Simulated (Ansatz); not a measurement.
Ag$_{2}$PdO$_{2}$ in space group Immm (No. 71; Pd on 2a, O on 4j, Ag on 4i) under volume change, r²SCAN (plane waves, PAW; program Ansatz), shape and atoms relaxed at each volume.

| V (Å³/atom) | E − E(relaxed) (meV/atom) | P (GPa) |
|---|---|---|
| 12.806 | 18.1 | 7.65 |
| 13.214 | 4.2 | 3.41 |
| 13.623 | 0.0 | 0.00 |
| 14.032 | 3.5 | -2.61 |
| 14.440 | 12.6 | -4.45 |

**Question.** What does a third-order Birch–Murnaghan fit give for V₀, B₀ and B′?

**Answer.** V₀ = 13.62 Å³/atom, B₀ = 97.4 GPa, B′ = 7.9.

The workflow started from an entry of the Crystallography Open Database (COD). Its standing as an ambient phase is unchecked. The r²SCAN relaxation kept the symmetry of its start; its stability against distortions is not shown here. No spin polarisation was allowed.

Potentials: the later of the program's two PAW sets.
